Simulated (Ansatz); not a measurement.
**Mn3CuN, first-principles data**

Mn$_{3}$CuN:
```cif
data_CuMn3N
_chemical_formula_sum 'Mn3 Cu1 N1'
_space_group_name_H-M_alt 'P 1'
_space_group_IT_number 1
_cell_length_a 3.93115
_cell_length_b 3.93115
_cell_length_c 3.93115
_cell_angle_alpha 90.000
_cell_angle_beta 90.000
_cell_angle_gamma 90.000
loop_
_space_group_symop_operation_xyz
  'x, y, z'
loop_
_atom_site_label
_atom_site_type_symbol
_atom_site_fract_x
_atom_site_fract_y
_atom_site_fract_z
_atom_site_occupancy
Mn1 Mn 0.00000 0.50000 0.50000 1
Mn2 Mn 0.50000 0.00000 0.50000 1
Mn3 Mn 0.50000 0.50000 0.00000 1
Cu1 Cu 0.00000 0.00000 0.00000 1
N1 N 0.50000 0.50000 0.50000 1
```
The run is spin-polarised; directions of the spins, atom by atom: ↑ ↑ ↑ 0 0.

Space group Pm-3m (No. 221), anti-perovskite; conventional cell a = 3.931 Å, b = 3.931 Å, c = 3.931 Å, α = 90.00°, β = 90.00°, γ = 90.00°.

Method: r²SCAN (plane waves, PAW; program Ansatz). Geometry: relaxed at this level of theory. Other levels are named where they apply.

### Cell and energy

```json
{
  "volume_per_atom": "12.15 Å³",
  "density": "6.62 g/cm³",
  "Formation energy from the elements (no fitted shifts)": "-0.32 eV/atom"
}
```

### Electronic structure

```json
{
 "electronic_character": "metallic (no gap)",
 "Density of states at the Fermi level": "0.30 states/eV per atom (mean over ±0.08 eV)"
}
```

### Magnetism

```json
{
  "magnetic_order": "ferromagnetic",
  "net_moment": "2.12 μB per atom"
}
```

### Mechanics

```json
{
 "Bulk modulus (Birch–Murnaghan fit)": "135 GPa",
 "Pressure derivative B′": "4.8",
 "Elastic constants (relaxed ions, GPa)": "C11 = 288, C12 = 61.1, C44 = 90.0",
 "mechanical_stability": "stable (all eigenvalues of C positive)",
 "hill_bulk_and_shear_moduli": "137 and 98.8 GPa",
 "Young's modulus": "239 GPa",
 "Poisson's ratio": "0.21",
 "debye_temperature_from_the_elastic_constants": "553 K"
}
```

### Charges

```json
{
 "bader_charges": "Mn +0.79, Cu -0.69, N -1.68 e"
}
```

The first step of the workflow began from a Materials Project structure, measured or hypothetical; the Crystallography Open Database copy checked does not list it. Whether it is the stable phase at ambient conditions was not checked. Symmetry was held in the r²SCAN relaxation; whether a distortion lowers the energy is not shown. The final state is ferromagnetic, chosen from 4 collinear starts compared on coarse meshes (ties went to the first, and starts can fall back to one state), not a proven ground state. The program gave a warning on the electronic state, which may not be the lowest. No Hubbard U is applied. For itinerant 3d metals, meta-GGAs of the SCAN family and hybrids are commonly reported to give too large moments. As this level gives no gap, shear constants depend on the k-mesh and smearing (Fermi–Dirac, 0.1 eV here). The references are the lowest solids computed at this level, not always the standard phases (solids in place of the gases). The manganese reference at this level is a Cmcm phase, not α-Mn.

Potentials: the later of the program's two PAW sets.
